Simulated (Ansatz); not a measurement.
## Slab of fcc Rh (110), 7 layers

The slab is cut from the fcc crystal, the stable phase, as relaxed on PAW files (14.07 Å³/atom), with 16 Å of vacuum and a dipole correction:

```
CELL_PARAMETERS angstrom
2.70960 0.00000 0.00000
0.00000 3.83195 0.00000
0.00000 0.00000 24.12880
ATOMIC_POSITIONS crystal
Rh 0.00000 0.00000 0.33155
Rh 0.50000 0.50000 0.38770
Rh 0.00000 0.00000 0.44385
Rh 0.50000 0.50000 0.50000
Rh 0.00000 0.00000 0.55615
Rh 0.50000 0.50000 0.61230
Rh 0.00000 0.00000 0.66845
```

Level of theory: DFT with PBE, scalar-relativistic, in Ansatz 0.2.0; a Γ-centred 12×9×1 k mesh, Fermi–Dirac smearing of 0.1 eV, no spin polarisation. LAPW: all electrons, basis error target 1 meV/atom; PAW: frozen-core files, cutoff 420 eV.

The bulk energy comes from a cell in the slab's orientation on a 12×9×12 mesh. The surface energy is (E(slab) − N·E(bulk))/2A at zero smearing, the mean of both faces; thin slabs carry quantum-size effects.

**Question.** As cut, the LAPW slab lies 3.300 eV above 7 atoms of bulk. What surface energy is that?

**Answer.** Over two faces of 10.38 Å² it is 158.9 meV/Å², and times 16.02 J/m² per eV/Å² that gives γ = 2.546 J/m².

```tsv
method	γ as cut (J/m²)	γ relaxed (J/m²)	Φ as cut (eV)	Φ relaxed (eV)
LAPW	2.546	?	4.68	4.70
```

**Question.** What belongs in the row "LAPW", column "γ relaxed (J/m²)"?

**Answer.** 2.441.

**Question.** How do the spacings between the planes relax (positions relaxed on PAW files)?

**Answer.** From the bottom face up: d12 -10.9 % of 1.355 Å, d23 +4.0 % of 1.355 Å, d34 -1.6 % of 1.355 Å, d45 -1.6 % of 1.355 Å, d56 +4.0 % of 1.355 Å, d67 -10.9 % of 1.355 Å.

**Question.** What changes if relativity is switched off, at the same positions?

**Answer.** LAPW then gives: no gap, work function 4.57 eV.

**Question.** A 3d core hole is made on one atom of each kind in every 1×1 cell (PAW hole dataset, neutral cell, valence without spin). What does it cost by layer?

**Answer.** layer 1 305.94 eV, layer 2 306.60 eV, layer 3 306.63 eV, layer 4 306.55 eV. Shifts between layers mean more than the absolute values, and a whole layer of holes screens otherwise than one hole.

**Question.** In the relaxed 1×1 cell, replace the outer, then the middle Rh by Pd, which changes a whole layer. What shift does this Z+1 picture give?

**Answer.** E(outer) − E(middle) = -0.50 eV by LAPW and -0.51 eV by PAW; a positive value puts the surface line at higher binding energy.
